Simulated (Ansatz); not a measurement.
**NaF: the relaxed cell by functional**

The starting cell is an entry of the Crystallography Open Database, a measured cell (1961, 341 K):

```
CELL_PARAMETERS angstrom
0.00000 2.32000 2.32000
2.32000 0.00000 2.32000
2.32000 2.32000 0.00000
ATOMIC_POSITIONS crystal
Na 0.00000 0.00000 0.00000
F 0.50000 0.50000 0.50000
```

Atoms and cell were relaxed at zero pressure with plane-wave PAW DFT (Ansatz 0.2.0; one set of PAW datasets, made under PBE, for all functionals; 420 eV, r2SCAN 500 eV; 10×10×10 Γ-centred mesh, fermi-dirac occupations of width 0.020 eV; no spin polarisation, no spin-orbit coupling, no dispersion correction), keeping the symmetry (Fm-3m, No. 225).

Four functionals were used, LDA, PBEsol, PBE and r2SCAN. Their relaxed conventional cells, unnamed:

| run | a (Å) | volume (Å³/atom) |
| --- | --- | --- |
| A | 4.629 | 12.40 |
| B | 4.700 | 12.98 |
| C | 4.502 | 11.41 |
| D | 4.595 | 12.13 |

Q: Which run is LDA's and which PBE's?

A: C is LDA, which overbinds and gives the smallest cell, and B is PBE, as a rule the largest. Of the two between, A is PBEsol and D is r2SCAN, an order that varies from crystal to crystal. Formation energies in eV an atom: LDA -2.891, PBEsol -2.703, PBE -2.709, r2SCAN -2.950.

Caveats: each relaxation keeps the start's symmetry, so a distorted cell may lie lower; computed cells are at 0 K with fixed nuclei; formation energies are at zero smearing against the elements' usual phases under the same functional, gases as free molecules, uncorrected.
